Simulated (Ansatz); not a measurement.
ZnSe (zinc blende)

```
CELL_PARAMETERS angstrom
      0.00000     5.73302     5.73302
      2.86651     2.86651     5.73302
      2.86651     2.86651     0.00000
ATOMIC_POSITIONS crystal
  Se 0.00000 0.75000 0.75000
  Se 0.50000 0.75000 0.75000
  Zn 0.00000 0.00000 0.00000
  Zn 0.50000 0.00000 0.00000
```

The atoms are displaced by Q × the pattern below (from a DFPT mode at X = (0.5, 0.5, 0.0), largest move 1; Q in Å), at fixed cell. It is one choice among 2 degenerate patterns. (q is in reciprocal vectors of the primitive cell; the cell shown is doubled to hold the pattern.)

```csv
atom,x,y,z
Se1,0.691,0.000,0.000
Se2,-0.691,0.000,0.000
Zn3,0.000,1.000,0.000
Zn4,0.000,-1.000,0.000
```

All values below come from PBE (plane waves to 420 eV, PAW, scalar-relativistic; Ansatz, an electronic-structure program). k mesh 10×10×10 (Γ-centred), Fermi-Dirac smearing 0.05 eV. The PAW data are Ansatz's earlier set. ZnSe was relaxed with its symmetry unable to fall. 

| Q (Å) | −dE/dQ from forces (eV/Å) |
|---|---|
| -0.280 | 1.007 |
| -0.233 | 0.834 |
| -0.187 | 0.665 |
| -0.140 | 0.497 |
| -0.093 | 0.330 |
| -0.047 | 0.165 |
| 0.000 | 0.000 |
| 0.047 | -0.165 |
| 0.093 | -0.330 |
| 0.140 | -0.497 |
| 0.187 | -0.665 |
| 0.233 | -0.834 |
| 0.280 | -1.007 |

**Question.** What harmonic wavenumber does the curvature at Q = 0 give?

**Answer.** 68 cm⁻¹. E″ = 3.54 eV/Å², M = Σ mᵢ|uᵢ|² = 206.2 u, ν̃ = 521.5·√(|E″|/M).

(A displaced cell: forces are minus the slopes of the energy, force constants its curvatures, and phonons follow from these.)
